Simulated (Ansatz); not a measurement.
KMnSb in space group P4/nmm (No. 129; K on 2c, Sb on 2c, Mn on 2a), DFT-r²SCAN in the program Ansatz with PAW potentials. The conduction-band minimum lies at Γ, with 1 equivalent valley. Second derivatives d²E/dk² of the lowest band at one valley (eV·Å²), along Cartesian directions:

```csv
direction,d²E/dk²
[100],27.48
[010],27.48
[001],13.38
[110],27.53
[101],20.46
[011],20.46
```

Find the principal effective masses, the density-of-states mass and the conductivity mass.

Off-diagonal terms follow from H_xy = H[110] − (H_xx + H_yy)/2, and m*/mₑ = 7.620 eV·Å² over each eigenvalue: 0.28, 0.28, 0.57. One valley's DOS mass (m₁m₂m₃)^(1/3) = 0.35, conductivity mass 3/(Σ 1/mᵢ) = 0.33 mₑ.

What effective density of states Nc follows at 300 K for parabolic valleys?

Nc = 2.509e19 × 1 × (0.35)^(3/2) ≈ 5.2e18 cm⁻³.

The workflow started from an entry of the Crystallography Open Database (COD). Its standing as an ambient phase is unchecked. The r²SCAN relaxation kept the symmetry of its start, as lowered by the spin order; whether a distortion lowers the energy is not shown. Magnetic state: antiferromagnetic, chosen from 2 collinear starts compared on coarse meshes (ties went to the first, and starts can fall back to one state), not a proven ground state. Other orbital occupations within this spin state were not tried. Point labels and valley counts follow the cell and symmetry of the run, lower than the named group. Spin–orbit coupling is left out wherever it is not named.

Potentials: the later of the program's two PAW sets.

Edges and masses are those of Kohn–Sham bands, whose gap is no quasiparticle gap.
